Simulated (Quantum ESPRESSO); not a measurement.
GaAlIn2P4, finding a planted mistake in a log

A calculation, not a measurement. The program is pw.x of Quantum ESPRESSO 7.5 (plane-wave density functional theory). The cell is made up: 8 atoms on a zincblende/diamond lattice, with randomly drawn elements, strain and displacements, not relaxed. PseudoDojo standard norm-conserving files (v0.5 for PBE, v0.4.1 for LDA and PBEsol) set the functional; there is no spin polarisation, spin-orbit coupling or dispersion term, and the masses in the input are unused placeholders.

Intended input:

```
&control calculation='scf', pseudo_dir='./dojo.nc.sr.pbe.v0_5.standard.upf', outdir='./o', disk_io='medium', tprnfor=.true., tstress=.true. /
&system ibrav=0, nat=8, ntyp=4, nbnd=37, ecutwfc=79.96652505, nosym=.true., tot_charge=0,
 occupations='smearing', smearing='fd', degauss=0.0018374661
/
&electrons conv_thr=7.350e-09, electron_maxstep=60, /
ATOMIC_SPECIES
Al 1.0 Al.upf
Ga 1.0 Ga.upf
In 1.0 In.upf
P 1.0 P.upf
CELL_PARAMETERS angstrom
5.6805 0.0207 0.0807
0.0207 5.6566 -0.0067
0.0807 -0.0067 5.6841
ATOMIC_POSITIONS angstrom
Ga 0.1122 -0.0144 -0.0956
Al -0.0445 2.7033 2.9007
In 2.9864 0.0471 2.8591
In 2.7494 2.8048 0.0818
P 1.5269 1.4705 1.4008
P 1.6132 4.3609 4.2045
P 4.2545 1.3746 4.3297
P 4.3257 4.235 1.5167
K_POINTS automatic
4 4 4 1 1 1
```

The log is shortened where brackets say so; the opening notice, blank lines, dates and the lines on written files are dropped, and the path of the files is cut. It prints rydbergs, bohrs and kilobars, and counts compression as positive stress.

Log of the intended run:

```
     Program PWSCF v.7.5
     Parallel version (MPI & OpenMP), running on       1 processor cores
     Number of MPI processes:                 1
     Threads/MPI process:                     1
     [start-up lines left out]
     bravais-lattice index     =            0
     lattice parameter (alat)  =      10.7357  a.u.
     unit-cell volume          =    1232.2712 (a.u.)^3
     number of atoms/cell      =            8
     number of atomic types    =            4
     number of electrons       =        62.00
     number of Kohn-Sham states=           37
     kinetic-energy cutoff     =      79.9665  Ry
     charge density cutoff     =     319.8661  Ry
     scf convergence threshold =      7.3E-09
     mixing beta               =       0.7000
     number of iterations used =            8  plain     mixing
     Exchange-correlation= PBE
                           (   1   4   3   4   0   0   0)
     [axes and pseudopotential details left out]
   Cartesian axes
     site n.     atom                  positions (alat units)
         1        Ga     tau(   1) = (   0.0197497  -0.0025347  -0.0168277  )
         2        Al     tau(   2) = (  -0.0078330   0.4758400   0.5105868  )
         3        In     tau(   3) = (   0.5256718   0.0082906   0.5032642  )
         4        In     tau(   4) = (   0.4839546   0.4937063   0.0143986  )
         5        P      tau(   5) = (   0.2687679   0.2588402   0.2465715  )
         6        P      tau(   6) = (   0.2839585   0.7676140   0.7400841  )
         7        P      tau(   7) = (   0.7488852   0.2419597   0.7621221  )
         8        P      tau(   8) = (   0.7614180   0.7454528   0.2669724  )
     number of k points=    32  Fermi-Dirac smearing, width (Ry)=  0.0018
                       cart. coord. in units 2pi/alat
        k(    1) = (   0.1228049   0.1252383   0.1233384), wk =   0.0625000
        k(    2) = (   0.1192533   0.1255474   0.3732577), wk =   0.0625000
     [further k points left out]
     Dense  grid:   119097 G-vectors     FFT dimensions: (  64,  64,  64)
     Estimated max dynamical RAM per process >     159.20 MB
     Initial potential from superposition of free atoms
     starting charge      61.9865, renormalised to      62.0000
     Starting wfcs are   47 randomized atomic wfcs
     total cpu time spent up to now is       16.7 secs
     per-process dynamical memory:    93.8 Mb
     Self-consistent Calculation
     iteration #  1     ecut=    79.97 Ry     beta= 0.70
     Davidson diagonalization with overlap
     ethr =  1.00E-02,  avg # of iterations =  4.0
     Threshold (ethr) on eigenvalues was too large:
     Diagonalizing with lowered threshold
     Davidson diagonalization with overlap
     ethr =  6.20E-04,  avg # of iterations =  2.0
     total cpu time spent up to now is       83.3 secs
     total energy              =    -478.76157541 Ry
     estimated scf accuracy    <       0.39557580 Ry
     iteration #  2     ecut=    79.97 Ry     beta= 0.70
     Davidson diagonalization with overlap
     ethr =  6.38E-04,  avg # of iterations =  2.0
     total cpu time spent up to now is      115.7 secs
     total energy              =    -478.86441605 Ry
     estimated scf accuracy    <       0.09454721 Ry
     [iterations 3 to 8 left out]
     iteration #  9     ecut=    79.97 Ry     beta= 0.70
     Davidson diagonalization with overlap
     ethr =  2.32E-10,  avg # of iterations =  3.6
     total cpu time spent up to now is      479.4 secs
     total energy              =    -478.88273586 Ry
     estimated scf accuracy    <       0.00000003 Ry
     iteration # 10     ecut=    79.97 Ry     beta= 0.70
     Davidson diagonalization with overlap
     ethr =  4.41E-11,  avg # of iterations =  2.2
     total cpu time spent up to now is      531.0 secs
     End of self-consistent calculation
     [lines on levels left out]
!    total energy              =    -478.88273587 Ry
     estimated scf accuracy    <          3.5E-09 Ry
     smearing contrib. (-TS)   =      -0.00000000 Ry
     internal energy E=F+TS    =    -478.88273587 Ry
     The total energy is F=E-TS. E is the sum of the following terms:
     one-electron contribution =    -204.07265176 Ry
     hartree contribution      =     142.84034022 Ry
     xc contribution           =    -140.78693184 Ry
     ewald contribution        =    -276.86349249 Ry
     convergence has been achieved in  10 iterations
     Forces acting on atoms (cartesian axes, Ry/au):
     atom    1 type  2   force =    -0.02014245    0.00472883    0.02908793
     atom    2 type  1   force =     0.03258261    0.03952787   -0.02081821
     atom    3 type  3   force =    -0.01908469    0.01366450   -0.04673641
     atom    4 type  3   force =     0.06822483    0.09853757   -0.05741929
     atom    5 type  4   force =    -0.13726484   -0.07673074    0.07658141
     atom    6 type  4   force =    -0.09212853   -0.07283050    0.01942924
     atom    7 type  4   force =     0.09261026    0.02491891    0.04051604
     atom    8 type  4   force =     0.07520281   -0.03181645   -0.04064071
     Total force =     0.297742     Total SCF correction =     0.000193
     Computing stress (Cartesian axis) and pressure
          total   stress  (Ry/bohr**3)                   (kbar)     P=       53.41
   0.00030450   0.00012437  -0.00028649           44.79       18.30      -42.14
   0.00012437   0.00039846  -0.00006466           18.30       58.61       -9.51
  -0.00028649  -0.00006466   0.00038630          -42.14       -9.51       56.83
     init_run     :     15.25s CPU     16.49s WALL (       1 calls)
     electrons    :    499.73s CPU    514.31s WALL (       1 calls)
     forces       :      8.89s CPU      9.03s WALL (       1 calls)
     stress       :     20.16s CPU     21.17s WALL (       1 calls)
     [timing details left out]
     PWSCF        :   9m 4.41s CPU   9m22.09s WALL
     JOB DONE.
```

A second run was made from an input with one planted mistake. Its log:

```
     Program PWSCF v.7.5
     Parallel version (MPI & OpenMP), running on       1 processor cores
     Number of MPI processes:                 1
     Threads/MPI process:                     1
     [start-up lines left out]
     bravais-lattice index     =            0
     lattice parameter (alat)  =      10.7357  a.u.
     unit-cell volume          =    1232.2712 (a.u.)^3
     number of atoms/cell      =            8
     number of atomic types    =            4
     number of electrons       =        62.00
     number of Kohn-Sham states=           37
     kinetic-energy cutoff     =      79.9665  Ry
     charge density cutoff     =     319.8661  Ry
     scf convergence threshold =      7.3E-09
     mixing beta               =       0.7000
     number of iterations used =            8  plain     mixing
     Exchange-correlation= SLA  PW   NOGX NOGC
                           (   1   4   0   0   0   0   0)
     [axes and pseudopotential details left out]
   Cartesian axes
     site n.     atom                  positions (alat units)
         1        Ga     tau(   1) = (   0.0197497  -0.0025347  -0.0168277  )
         2        Al     tau(   2) = (  -0.0078330   0.4758400   0.5105868  )
         3        In     tau(   3) = (   0.5256718   0.0082906   0.5032642  )
         4        In     tau(   4) = (   0.4839546   0.4937063   0.0143986  )
         5        P      tau(   5) = (   0.2687679   0.2588402   0.2465715  )
         6        P      tau(   6) = (   0.2839585   0.7676140   0.7400841  )
         7        P      tau(   7) = (   0.7488852   0.2419597   0.7621221  )
         8        P      tau(   8) = (   0.7614180   0.7454528   0.2669724  )
     number of k points=    32  Fermi-Dirac smearing, width (Ry)=  0.0018
                       cart. coord. in units 2pi/alat
        k(    1) = (   0.1228049   0.1252383   0.1233384), wk =   0.0625000
        k(    2) = (   0.1192533   0.1255474   0.3732577), wk =   0.0625000
     [further k points left out]
     Dense  grid:   119097 G-vectors     FFT dimensions: (  64,  64,  64)
     Estimated max dynamical RAM per process >     159.20 MB
     Initial potential from superposition of free atoms
     starting charge      61.9894, renormalised to      62.0000
     Starting wfcs are   47 randomized atomic wfcs
     total cpu time spent up to now is       15.8 secs
     per-process dynamical memory:   102.5 Mb
     Self-consistent Calculation
     iteration #  1     ecut=    79.97 Ry     beta= 0.70
     Davidson diagonalization with overlap
     ethr =  1.00E-02,  avg # of iterations =  4.0
     Threshold (ethr) on eigenvalues was too large:
     Diagonalizing with lowered threshold
     Davidson diagonalization with overlap
     ethr =  5.83E-04,  avg # of iterations =  2.0
     total cpu time spent up to now is       94.1 secs
     total energy              =    -478.06607807 Ry
     estimated scf accuracy    <       0.37383590 Ry
     iteration #  2     ecut=    79.97 Ry     beta= 0.70
     Davidson diagonalization with overlap
     ethr =  6.03E-04,  avg # of iterations =  2.2
     total cpu time spent up to now is      127.1 secs
     total energy              =    -478.16306026 Ry
     estimated scf accuracy    <       0.09735585 Ry
     [iterations 3 to 8 left out]
     iteration #  9     ecut=    79.97 Ry     beta= 0.70
     Davidson diagonalization with overlap
     ethr =  2.04E-10,  avg # of iterations =  3.9
     total cpu time spent up to now is      455.0 secs
     total energy              =    -478.18183039 Ry
     estimated scf accuracy    <       0.00000002 Ry
     iteration # 10     ecut=    79.97 Ry     beta= 0.70
     Davidson diagonalization with overlap
     ethr =  2.90E-11,  avg # of iterations =  2.7
     total cpu time spent up to now is      501.2 secs
     End of self-consistent calculation
     [lines on levels left out]
!    total energy              =    -478.18183039 Ry
     estimated scf accuracy    <          3.4E-09 Ry
     smearing contrib. (-TS)   =      -0.00000000 Ry
     internal energy E=F+TS    =    -478.18183039 Ry
     The total energy is F=E-TS. E is the sum of the following terms:
     one-electron contribution =    -205.19071906 Ry
     hartree contribution      =     142.60774556 Ry
     xc contribution           =    -138.73536440 Ry
     ewald contribution        =    -276.86349249 Ry
     convergence has been achieved in  10 iterations
     Forces acting on atoms (cartesian axes, Ry/au):
     atom    1 type  2   force =    -0.01793250    0.00372396    0.02651012
     atom    2 type  1   force =     0.03050973    0.03753687   -0.02052394
     atom    3 type  3   force =    -0.01808473    0.01166212   -0.04297283
     atom    4 type  3   force =     0.06517339    0.09190652   -0.05412448
     atom    5 type  4   force =    -0.12562557   -0.07344031    0.06967517
     atom    6 type  4   force =    -0.08480755   -0.06585471    0.02200892
     atom    7 type  4   force =     0.08425658    0.02185086    0.03863754
     atom    8 type  4   force =     0.06651063   -0.02738531   -0.03921049
     Total force =     0.274876     Total SCF correction =     0.000177
     Computing stress (Cartesian axis) and pressure
          total   stress  (Ry/bohr**3)                   (kbar)     P=        5.81
  -0.00001297   0.00011928  -0.00026275           -1.91       17.55      -38.65
   0.00011928   0.00007386  -0.00005812           17.55       10.86       -8.55
  -0.00026275  -0.00005812   0.00005765          -38.65       -8.55        8.48
     init_run     :     14.72s CPU     15.61s WALL (       1 calls)
     electrons    :    457.42s CPU    485.43s WALL (       1 calls)
     forces       :      6.71s CPU      6.85s WALL (       1 calls)
     stress       :     24.34s CPU     25.45s WALL (       1 calls)
     [timing details left out]
     PWSCF        :   8m23.60s CPU   8m55.52s WALL
     JOB DONE.
```

Question: what was wrong in the second input?

Answer: the files are those of another functional. The input lines that differ, file-writing options aside:

```
- &control calculation='scf', pseudo_dir='./dojo.nc.sr.pbe.v0_5.standard.upf', outdir='./o', disk_io='medium', tprnfor=.true., tstress=.true. /
+ &control calculation='scf', pseudo_dir='./dojo.nc.sr.lda.v0_4_1.standard.upf', outdir='./o', disk_io='medium', tprnfor=.true., tstress=.true. /
```

|  | intended run | run with the mistake |
| --- | --- | --- |
| free energy (eV) | -6515.532 | -6505.995 |
| smearing term -TS (eV) | 0.0000 | 0.0000 |
| pressure (GPa) | 5.34 | 0.58 |
| largest force component (eV/Å) | 3.529 | 3.230 |
| largest change of a force component (eV/Å) |  | 0.299 |
| iterations | 10 | 10 |

For scale, a rerun of the intended cell at 1377 eV and a 6 x 6 x 6 mesh moved values by no more than 0.008 eV in energy, 0.02 GPa in stress and 0.002 eV/Å in force. Files of another functional have another zero of energy, so the energy change says nothing on stability.